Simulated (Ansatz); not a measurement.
**Surface calculation: hcp Hf (0001), 2 layers**

The slab is cut from the hcp crystal, the stable phase, as relaxed on PAW files (21.61 Å³/atom), with 16 Å of vacuum and a dipole correction:

```xyz
2
Lattice="3.1585 0.0000 0.0000 -1.5792 2.7353 0.0000 0.0000 0.0000 18.5009" Properties=species:S:1:pos:R:3 pbc="T T T"
Hf    2.3688    0.4559    8.0000
Hf   -0.7896    2.2794   10.5009
```

Level of theory: DFT with PBEsol, scalar-relativistic, in Ansatz 0.2.0; a Γ-centred 12×12×1 k mesh, Fermi–Dirac smearing of 0.08 eV, no spin polarisation. LAPW: all electrons, basis error target 1 meV/atom; PAW: frozen-core files, cutoff 420 eV.

The bulk energy comes from a cell in the slab's orientation on a 12×12×7 mesh. The surface energy is (E(slab) − N·E(bulk))/2A at zero smearing, the mean of both faces; thin slabs carry quantum-size effects.

Spin–orbit coupling is left out, which matters for the heavy atoms. The PAW files were made under PBE.

Q: As cut, the LAPW slab lies 2.133 eV above 2 atoms of bulk. What surface energy is that?

A: Over two faces of 8.64 Å² it is 123.5 meV/Å², and times 16.02 J/m² per eV/Å² that gives γ = 1.978 J/m².

Q: What do relaxation and the other method give, and what work function comes out?

A: 

```tsv
method	γ as cut (J/m²)	γ relaxed (J/m²)	Φ as cut (eV)	Φ relaxed (eV)
LAPW	1.978	1.802	4.50	4.26
PAW	1.978	1.801	4.50	4.26
```

Q: How do the spacings between the planes relax?

A: From the bottom face up: d12 -10.0 % of 2.501 Å.

Q: What changes if the images along the normal are cut off in place of the dipole correction?

A: LAPW then gives: no gap, work function 4.26 eV; PAW: no gap, work function 4.26 eV.

Q: A field of 0.5 V/Å is applied along the normal, atoms held. What follows?

A: LAPW finds an induced dipole of 0.1621 e·Å a cell (PAW 0.1620), that is 6.79 Å for 4πα over the area, against 2.25 Å between the outer atoms.
